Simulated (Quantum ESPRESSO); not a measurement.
## Calculated data, HfSiO₄ (made-up cell)

Calculation on a made-up crystal cell, not a measurement: periodic Kohn-Sham density functional theory in plane waves with PseudoDojo standard norm-conserving scalar-relativistic pseudopotentials, each functional with its own files (v0.5 for PBE, v0.4.1 for LDA and PBEsol), no spin polarisation, no spin-orbit coupling, atoms not relaxed, stress positive in tension, energies less a fixed whole-eV offset for each atom's element; levels are Kohn-Sham levels at fractions of this cell's reciprocal vectors, counted from the reference band (half the neutral cell's valence electrons, rounded up) at Gamma; error bars cover cutoff and k-mesh only, not smearing or the files; each bar is the largest change over components, and at least 0.002 eV, 0.002 eV per angstrom or 0.02 GPa; added strain carries the atoms with the cell, and shear is the tensor component; no dispersion term; energies are for the whole cell, and the offsets were chosen from early runs and are not element reference energies. Program: Quantum ESPRESSO 7.5.

```cif
# cell vector a (Å): 4.6878 -0.0299 -0.0215
# cell vector b (Å): -0.0299 4.7441 -0.0008
# cell vector c (Å): -0.0279 -0.0010 6.0586
data_HfSiO4
_symmetry_space_group_name_H-M 'P 1'
_symmetry_Int_Tables_number 1
_cell_length_a 4.6879
_cell_length_b 4.7442
_cell_length_c 6.0587
_cell_angle_alpha 90.017
_cell_angle_beta 90.527
_cell_angle_gamma 90.726
_cell_volume 134.73
loop_
_atom_site_label
_atom_site_type_symbol
_atom_site_fract_x
_atom_site_fract_y
_atom_site_fract_z
_atom_site_occupancy
Hf1 Hf 0.99333 0.99049 0.99644 1
Si1 Si 0.50378 0.51028 0.25609 1
Hf2 Hf 0.00584 0.00427 0.49667 1
Si2 Si 0.49038 0.49993 0.75044 1
O1 O 0.30814 0.30630 0.01158 1
O2 O 0.68972 0.68951 0.99874 1
O3 O 0.80480 0.19037 0.25297 1
O4 O 0.20752 0.81203 0.24791 1
O5 O 0.29870 0.31149 0.50977 1
O6 O 0.69073 0.68981 0.49013 1
O7 O 0.80900 0.19421 0.75018 1
O8 O 0.19358 0.80123 0.74965 1
_calc_lattice_type 'rutile, doubled along c'
_calc_functional 'pbe'
_calc_cutoff 1143  # eV
_calc_fermi_dirac_smearing 0.025  # eV
_calc_scf_tolerance 1e-07  # eV
_calc_electrons_removed 0
_calc_k_mesh '5 x 5 x 4, shifted by half a step'
_calc_free_energy_less_offsets 1.08  # eV
_calc_scf_iterations 13
_calc_smearing_term_minus_ts 0  # eV
_calc_pressure -5.511  # GPa
_calc_stress_xx 4.798  # GPa
_calc_stress_yy 6.233  # GPa
_calc_stress_zz 5.504  # GPa
_calc_stress_yz 2.152  # GPa
_calc_stress_xz -0.9498  # GPa
_calc_stress_xy -6.606  # GPa
_calc_error_bar_energy 0.002821  # eV
_calc_error_bar_stress 0.03688  # GPa
_calc_error_bar_force 0.002  # eV/angstrom
_calc_error_bars_from 'tighter rerun of a related cell'
```

Atoms:
```tsv
atoms element	atom site	atom energy offset (eV)
Hf	1	-1535
Si	2	-115
Hf	3	-1535
Si	4	-115
O	5	-452
O	6	-452
O	7	-452
O	8	-452
O	9	-452
O	10	-452
O	11	-452
O	12	-452
```

Forces:
```tsv
site	x (eV/Å)	y (eV/Å)	z (eV/Å)
1	0.4015	0.8535	0.6151
2	-0.3756	-0.1511	-0.6719
3	-0.4369	-0.478	0.09291
4	-0.2549	-0.1487	0.4353
5	2.404	2.676	-0.3401
6	-2.735	-2.828	-0.03581
7	-2.569	2.647	-0.4812
8	2.464	-2.861	0.3256
9	3.408	3.23	0.2346
10	-2.492	-2.579	0.1027
11	-2.751	2.551	-0.3046
12	2.938	-2.912	0.02735
```

Notes: the hafnium pseudopotential is less sure than the others, with forces about 3 percent (worst 6) and pressure in oxides about 1.5 GPa (worst 2.7) from a second method in checks, which the error bars do not cover.
